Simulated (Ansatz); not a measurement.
Computed properties of Au

Au:
```
Au
1.0
    2.87559     0.00000     0.00000
   -1.43779     2.49033     0.00000
    0.00000     0.00000     4.75706
Au
2
Direct
  0.33333   0.66667   0.75000
  0.66667   0.33333   0.25000
```

Space group P6_3/mmc (No. 194), hcp (Mg type); conventional cell a = b = 2.876 Å, c = 4.757 Å, α = β = 90.00°, γ = 120.00°.

Method: DFT-PBEsol in the program Ansatz with PAW potentials. Structure relaxed to zero pressure with the same functional. Other levels are named where they apply.

### Cell and energy

```
Item                  Result
---------------  -----------
Volume per atom     17.03 Å³
Density          19.20 g/cm³
```

### Electronic structure

```
Quantity                                                                    Result
------------------------------------  --------------------------------------------
Electronic character                                             metallic (no gap)
Density of states at the Fermi level  0.30 states/eV per atom (mean over ±0.08 eV)
```

### Mechanics

```
Item                                                                                          Result
--------------------------------------------  ------------------------------------------------------
Bulk modulus (Birch–Murnaghan fit)                                                           172 GPa
Pressure derivative B′                                                                           5.9
Elastic constants (relaxed ions, GPa)         C11 = 214, C12 = 165, C13 = 140, C33 = 238, C44 = 27.3
Mechanical stability                                          stable (all eigenvalues of C positive)
Hill bulk and shear moduli                                                          173 and 29.4 GPa
Young's modulus                                                                             83.5 GPa
Poisson's ratio                                                                                 0.42
Debye temperature from the elastic constants                                                   163 K
```

The workflow started from a Materials Project entry (that database holds measured and hypothetical structures alike); the Crystallography Open Database files this formula in space group No. 194, but the cells were not matched. It is not the phase usual at ambient conditions (space group No. 225). Symmetry was held in the PBEsol relaxation; whether a distortion lowers the energy is not shown. As this level gives no gap, shear constants depend on the k-mesh and smearing (Fermi–Dirac, 0.1 eV here). Axis ratios of metals converge slowly with the k-mesh, so a and c are less sure than the volume. On the denser mesh and wider smearing of the elastic run this cell carries a stress of 0.8 GPa. Spin–orbit coupling is left out wherever it is not named.

Potentials: the later of the program's two PAW sets.
